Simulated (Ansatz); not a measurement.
Problem. InP (NiAs type, space group No. 194) is relaxed with r²SCAN in the plane-wave PAW code Ansatz. What lattice parameters of the conventional cell result?

Solution. a = 3.855 Å, c = 6.551 Å.

Problem. Is it a metal or does it have a gap at this level?

Solution. No gap at this level.

Space group P6_3/mmc (NiAs type). The start of the workflow was typed in or built on a structure type; neither database checked (COD, Materials Project) lists it. It is not the phase usual at ambient conditions (space group No. 216). The r²SCAN relaxation kept the symmetry of its start; whether a distortion lowers the energy is not shown. Scalar-relativistic: spin–orbit coupling is off unless named, which matters more the heavier the elements.

Potentials: the later of the program's two PAW sets.
